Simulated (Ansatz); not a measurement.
TaN (space group P-6m2)

```
TaN
1.0
    2.90649     0.00000     0.00000
   -1.45325     2.51710     0.00000
    0.00000     0.00000     5.70355
Ta N
2 2
Direct
  0.00000   0.00000   0.25000
  0.00000   0.00000   0.75000
  0.66667   0.33333   0.00000
  0.66667   0.33333   0.50000
```

The atoms are displaced by Q × the pattern below (from a DFPT mode at A = (0.0, 0.0, 0.5), largest move 1; Q in Å), at fixed cell. (q is in reciprocal vectors of the primitive cell; the cell shown is doubled to hold the pattern.)

| atom | x | y | z |
|---|---|---|---|
| Ta1 | 0.000 | 0.000 | -1.000 |
| Ta2 | 0.000 | 0.000 | 1.000 |

Atoms not listed stay in place.

Method: LDA (plane waves to 420 eV, PAW, scalar-relativistic; Ansatz, a quantum-chemistry and plane-wave program). k mesh 13×13×6 (Γ-centred), Fermi-Dirac smearing 0.05 eV. E stands for the smeared free energy. With partly filled bands, energies and forces of such displacements shift with the k mesh and the smearing. Spin-orbit coupling is left out, though Ta is heavy. TaN is run without spin polarisation. TaN was relaxed with its symmetry unable to fall. This is one of several known forms of TaN; the measured ambient cells at hand have space group No. 189. The zero of ΔE is the undisplaced structure. The last digit holds for this mesh only.

```csv
Q (Å),ΔE (meV/cell)
-0.1000,584.8
-0.0833,withheld
-0.0667,257.7
-0.0500,144.6
-0.0333,64.2
-0.0167,16.1
0.0000,0.0
0.0167,16.1
0.0333,64.2
0.0500,144.6
0.0667,257.7
0.0833,withheld
0.1000,584.8
```

Fit an even polynomial form (powers 2, 4) to the given rows and predict ΔE at Q = 0.0833.

Least squares on the 11 given rows: ΔE = (57560)·Q² + (91460)·Q⁴, in meV/cell with Q in Å; root-mean-square residual 0.15 meV/cell. At 0.0833 the fit gives 403.8 meV/cell; the calculation gives 404.2 meV/cell, so the interpolation is off by -0.4 (-0.1 %). The quadratic term alone would give 399.4 meV/cell.

(For displaced atoms, the force is minus the slope of the energy, and its curvature is a force constant, which sets phonon frequencies.)
